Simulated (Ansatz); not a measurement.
NbSi₂:
```yaml
crystal:
  lattice:
    - [4.74338, 0.00000, 0.00000]
    - [-2.37169, 4.10789, 0.00000]
    - [0.00000, 0.00000, 6.53771]
  atoms:
    - { symbol: Nb, position: [0.50000, 0.00000, 0.50000] }
    - { symbol: Nb, position: [0.50000, 0.50000, 0.83333] }
    - { symbol: Nb, position: [0.00000, 0.50000, 0.16667] }
    - { symbol: Si, position: [0.15968, 0.31937, 0.50000] }
    - { symbol: Si, position: [0.84032, 0.15968, 0.83333] }
    - { symbol: Si, position: [0.68063, 0.84032, 0.16667] }
    - { symbol: Si, position: [0.84032, 0.68063, 0.50000] }
    - { symbol: Si, position: [0.15968, 0.84032, 0.83333] }
    - { symbol: Si, position: [0.31937, 0.15968, 0.16667] }
```

Relaxed with LDA. Special points in fractions of this cell's reciprocal vectors: Γ (0.000, 0.000, 0.000); M (0.500, 0.000, 0.000); K (0.333, 0.333, 0.000); A (0.000, 0.000, 0.500); L (0.500, 0.000, 0.500); H (0.333, 0.333, 0.500).

Q: List the band energies nearest the Fermi level at these points for LDA (plane waves, PAW; program Ansatz).

A: In eV from the Fermi level; about four levels below and three above (degenerate sets whole), none deeper than 8.9 eV; points with the same levels are listed once.

| k | below | above |
|---|---|---|
| Γ | -2.10 -1.99 -1.99 -0.98 | 0.76 3.30 3.41 |
| M | -1.98 -1.97 -1.08 -0.76 -0.16 | 0.05 0.78 1.24 |
| K | -1.80 -1.80 -1.65 -1.65 -1.59 | 0.33 0.33 0.46 |
| A | -2.19 -1.43 -1.33 -1.33 | 0.94 0.94 2.88 2.88 |
| L | -1.88 -1.68 -0.66 -0.23 | 1.48 1.87 2.39 |
| H | -0.75 -0.75 -0.18 -0.18 | 0.82 2.08 2.20 2.20 |

Space group P6_222. The LDA relaxation kept the symmetry of its start. The run is not spin-polarised. Scalar-relativistic: spin–orbit coupling is off unless named, which matters more the heavier the elements.

Potentials: the later of the program's two PAW sets.
